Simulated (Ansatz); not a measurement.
TiO$_{2}$ (Pbca), relaxed and computed with several functionals in Ansatz (plane waves, PAW). Much of their spread follows the volume that each gives.

```tsv
functional	V (Å³/atom)	highest Γ mode, no LO–TO term (cm⁻¹)
LDA	10.36	864
PBE	10.98	823
r²SCAN	10.72	860
PBEsol	10.64	?
```

Fit a straight line to ln ω against ln V and predict the withheld value.

Least squares on the 3 shown rows: ln ω = -0.79 × ln V + (8.615), with a scatter of 1.1 %. For PBEsol this gives 851. The run itself gave 844, a miss of 0.8 % of that.

All cells were relaxed under the symmetry of their starts (and spin orders); stability against distortions was not tested throughout. Rows with no word on spin ran without spin polarisation.

Potentials: the later of the program's two PAW sets.

Ansatz (an electronic-structure program) is a plane-wave DFT program.
